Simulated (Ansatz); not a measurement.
SrHfN2:
```
CELL_PARAMETERS angstrom
      1.67052     0.96447     5.90397
     -1.67052     0.96447     5.90397
      0.00000    -1.92895     5.90397
ATOMIC_POSITIONS crystal
  Sr 0.00000 0.00000 0.00000
  Hf 0.50000 0.50000 0.50000
  N  0.23281 0.23281 0.23281
  N  0.76719 0.76719 0.76719
```

Relaxed with r²SCAN. Special points in fractions of this cell's reciprocal vectors: Γ (0.000, 0.000, 0.000); T (0.500, 0.500, 0.500); H2 (0.816, 0.184, 0.500); H0 (0.500, -0.184, 0.184); L (0.500, 0.000, 0.000); S0 (0.342, -0.342, 0.000); S2 (0.658, 0.000, 0.342); F (0.500, 0.000, 0.500).

**Question.** List the band energies nearest the valence-band maximum at these points for the program Ansatz at the r²SCAN level (PAW).

**Answer.** In eV from the valence-band maximum; about four levels below and three above (degenerate sets whole), none deeper than 8.9 eV; points with the same levels are listed once.

```tsv
k	below	above
Γ	-3.00 -3.00 -0.20 0.00 0.00	2.81 3.44 3.44
T	-2.83 -2.83 -1.89 -0.46 -0.46	3.48 3.82 3.82
H2	-2.85 -1.98 -1.89 -1.52	3.17 4.60 5.30
L	-2.34 -1.90 -1.87 -1.23	2.65 2.78 5.74
S0	-2.84 -1.96 -1.94 -1.47	3.24 4.85 5.01
F	-2.71 -2.13 -0.73 -0.60	0.63 5.42 5.86
```

Space group R-3m. The workflow started from a Materials Project entry (that database holds measured and hypothetical structures alike); the Crystallography Open Database copy checked does not list it. Whether it is the stable phase at ambient conditions was not checked. The cell was relaxed with r²SCAN under the symmetry of its start; its stability against distortions is not shown here. No spin polarisation was allowed. Spin–orbit coupling is left out wherever it is not named.

Potentials: the later of the program's two PAW sets.
